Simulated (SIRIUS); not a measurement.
Energy against volume for Cu2Te (P6/mmm, 6 atoms in the cell; from Materials Project mp-1861): the cell is scaled uniformly, and the atoms keep their fractional positions.

```
Cu2Te
1.0
    4.30401     0.00000     0.00000
   -2.15200     3.72738     0.00000
    0.00000     0.00000     8.52348
Cu Te
4 2
Direct
  0.66667   0.33333   0.15195
  0.33333   0.66667   0.84805
  0.33333   0.66667   0.15195
  0.66667   0.33333   0.84805
  0.00000   0.00000   0.26619
  0.00000   0.00000   0.73381
```

All values come from this method and carry its errors: LDA (PW92), GBRV LDA ultrasoft pseudopotentials (plane waves; SIRIUS).

Held fixed: parameters.ngridk = 5 5 3; parameters.xc_functionals = [XC_LDA_X, XC_LDA_C_PW]; parameters.gk_cutoff = 6.325 1/bohr; parameters.pw_cutoff = 14.143 1/bohr; parameters.smearing = cold; parameters.smearing_width = 0.00734986 Ha; potentials = GBRV LDA ultrasoft pseudopotentials; parameters.electronic_structure_method = pseudopotential; parameters.num_bands = 53; parameters.num_mag_dims = 0; parameters.num_dft_iter = 100; parameters.energy_tol = 1e-07 Ha; parameters.density_tol = 1e-06; mixer.type = anderson; mixer.beta = 0.7; mixer.use_hartree = true.

The structure comes from a collection of computed structures, made at another level of theory; the collection holds predicted forms beside known ones. No clean gap shows at this smearing width and mesh (spacing up to 0.34 Å⁻¹); the mesh is coarse for partly filled bands, so the values carry mesh errors. Semi-local functionals can close small gaps.

```
V (Å³/atom)  V/V(base)  ΔF (meV/atom, from the lowest row)  pressure (GPa)
-----------  ---------  ----------------------------------  --------------
21.423           0.940                                 0.0           -1.03
21.878           0.960                                 4.8           -2.55
22.334           0.980                                13.6           -3.90
22.562           0.990                                19.5           -4.51
22.790           1.000                                26.2           -5.10
23.018           1.010                                33.6           -5.64
23.246           1.020                                41.9           -6.16
23.701           1.040                                60.4           -7.09
24.157           1.060                                81.5           -7.90
```

The minimum lies outside the scanned range, at smaller volume.
